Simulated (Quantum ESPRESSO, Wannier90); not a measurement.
**InGaAs2 (P-4m2), plane waves to Wannier functions**

Cell from Materials Project (mp-1223781), symmetrised, no further relaxation. Not found in the COD (Crystallography Open Database) copy used; not checked further. Method: PBEsol plane waves in Quantum ESPRESSO 7.5 (PseudoDojo norm-conserving files, 68 Ry, spinors with spin-orbit coupling), Bloch states on a 4×4×4 mesh through Γ, Wannier90 4.0.1. Density: 8×8×6 mesh, cold smearing 0.01 Ry. With spin-orbit coupling a semilocal functional can close or falsely invert a small gap; the band order was not checked against a better method. The gap is small at this level and was sampled on the meshes and a path alone.

```
begin unit_cell_cart
ang
    4.2250000000    0.0000000000    0.0000000000
    0.0000000000    4.2250000000    0.0000000000
    0.0000000000    0.0000000000    5.9621500000
end unit_cell_cart
mp_grid = 4 4 4
```

Task: Which shells of neighbouring k-points and which b-vectors and weights does Wannier90 pick for this cell and mesh?

Result: 
```
 *---------------------------------- K-MESH ----------------------------------*
 +----------------------------------------------------------------------------+
 |                    Distance to Nearest-Neighbour Shells                    |
 |                    ------------------------------------                    |
 |          Shell             Distance (Ang^-1)          Multiplicity         |
 |          -----             -----------------          ------------         |
 |             1                   0.263461                      2            |
 |             2                   0.371786                      4            |
 |             3                   0.455672                      8            |
 |             4                   0.525785                      4            |
 |             5                   0.526923                      2            |
 |             6                   0.588100                      8            |
 |             7                   0.644882                      8            |
 |             8                   0.743572                      4            |
       ... (lines left out)
 +----------------------------------------------------------------------------+
 | The b-vectors are chosen automatically                                     |
 | The following shells are used:                       1,  2                 |
 +----------------------------------------------------------------------------+
 |                        Shell   # Nearest-Neighbours                        |
 |                        -----   --------------------                        |
 |                          1               2                                 |
 |                          2               4                                 |
 +----------------------------------------------------------------------------+
 | Completeness relation is fully satisfied [Eq. (B1), PRB 56, 12847 (1997)]  |
 +----------------------------------------------------------------------------+
 |                  b_k Vectors (Ang^-1) and Weights (Ang^2)                  |
 |                  ----------------------------------------                  |
 |            No.         b_k(x)      b_k(y)      b_k(z)        w_b           |
 |            ---        --------------------------------     --------        |
 |             1         0.000000    0.000000    0.263461     7.203375        |
 |             2         0.000000    0.000000   -0.263461     7.203375        |
 |             3         0.000000    0.371786    0.000000     3.617293        |
 |             4         0.371786    0.000000    0.000000     3.617293        |
 |             5         0.000000   -0.371786    0.000000     3.617293        |
 |             6        -0.371786    0.000000    0.000000     3.617293        |
```
